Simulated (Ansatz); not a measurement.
NiSi (MnP type, space group Pnma)

```
CELL_PARAMETERS angstrom
      5.10456     0.00000     0.00000
      0.00000     3.36011     0.00000
      0.00000     0.00000     5.50394
ATOMIC_POSITIONS crystal
  Ni 0.50943 0.25000 0.68690
  Ni 0.00943 0.25000 0.81310
  Ni 0.49057 0.75000 0.31310
  Ni 0.99057 0.75000 0.18690
  Si 0.67875 0.25000 0.08721
  Si 0.17875 0.25000 0.41279
  Si 0.32125 0.75000 0.91279
  Si 0.82125 0.75000 0.58721
```

The volume is varied about the relaxed value V₀ at fixed cell shape. The atoms relax within the cell's symmetry.

Computed with PBEsol (plane waves to 420 eV, PAW, scalar-relativistic; Ansatz, a first-principles code). k mesh 9×14×9 (Γ-centred), Fermi-Dirac smearing 0.05 eV. E stands for the smeared free energy. Compression counts positive. With the shape held, the modulus is that of even scaling; a crystal free to change shape is softer. NiSi is run without spin polarisation. NiSi was relaxed with its symmetry unable to fall. The zero of ΔE is the relaxed starting cell. The last digit holds for this mesh only.

```csv
V (Å³/atom),ΔE (meV/atom)
10.620,83.1
10.856,withheld
11.092,27.6
11.328,11.8
11.564,2.8
11.800,0.0
12.036,2.6
12.272,10.2
12.508,22.0
12.744,37.8
12.980,57.0
```

### Question
Fit a third-order Birch-Murnaghan form (E₀, V₀, B₀, B₀′ free) to the given rows and predict ΔE at V = 10.856.

### Answer
Least squares on the 10 given rows: ΔE = E₀ + (9V₀B₀/16)·y²·[2 + (B₀′ − 4)y], y = (V₀/V)^(2/3) − 1, with V₀ = 11.800 Å³/atom, B₀ = 185.2 GPa (160.2 GPa = 1 eV/Å³; the term in eV is multiplied by 1000), B₀′ = 4.64, E₀ = 0.01 meV/atom; root-mean-square residual 0.03 meV/atom. At 10.856 the fit gives 51.1 meV/atom; the calculation gives 51.1 meV/atom, the same to the digits shown. For the pressure the fit gives 18.7 GPa against the computed 18.7 GPa.

(A scan under strain: stresses follow from slopes of the energy per volume, elastic moduli from its curvatures.)
